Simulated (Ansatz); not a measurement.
Be (fcc (Cu type), Fm-3m) is relaxed with DFT-r²SCAN in the program Ansatz with PAW potentials. What lattice parameters of the conventional cell result?

a = 3.159 Å.

The start of the workflow was typed in or built on a structure type; neither database checked (COD, Materials Project) lists it. It is not the phase usual at ambient conditions (space group No. 194). The r²SCAN relaxation kept the symmetry of its start; whether a distortion lowers the energy is not shown.

Potentials: the later of the program's two PAW sets.
